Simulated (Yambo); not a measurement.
BeTe (zinc blende, space group F-43m, No. 216) under isotropic strain of -3 % on all lattice vectors: how the kernel and the scissor change the optical response along x (Yambo; 12×12×12 mesh, 37 bands, 4 Ry local-field block, 0.2 eV broadening).

| level | ε(0) | highest point of Im ε up to 20 eV |
|---|---|---|
| independent particles on PBE bands | 8.22 | 5.12 eV |
| RPA with local fields on PBE bands | 7.19 | 5.25 eV |
| RPA with local fields on PBE bands shifted by a G0W0 scissor of 1.09 eV | 6.26 | 6.25 eV |
| TDDFT with the long-range kernel (α = 0.52, from Botti's fit to the run's own RPA ε∞) on PBE bands shifted by a G0W0 scissor of 1.09 eV | 7.73 | 5.62 eV |

Energies lie on a grid of 0.125 eV. The kernel's α comes from the scissored RPA value.

Electronic response only. Convergence of the RPA response with its 12×12×12 mesh was not tested. The scissor comes from a G0W0 run whose convergence isn't established.

Spin-orbit coupling is left out, which matters for elements this heavy: edges can move by tenths of an eV.

Geometry strained from the cell relaxed with PBEsol, atoms relaxed again; primitive cell a = b = c = 3.846 Å, α = β = γ = 60.00°.

The potentials are those of PseudoDojo's stringent table.
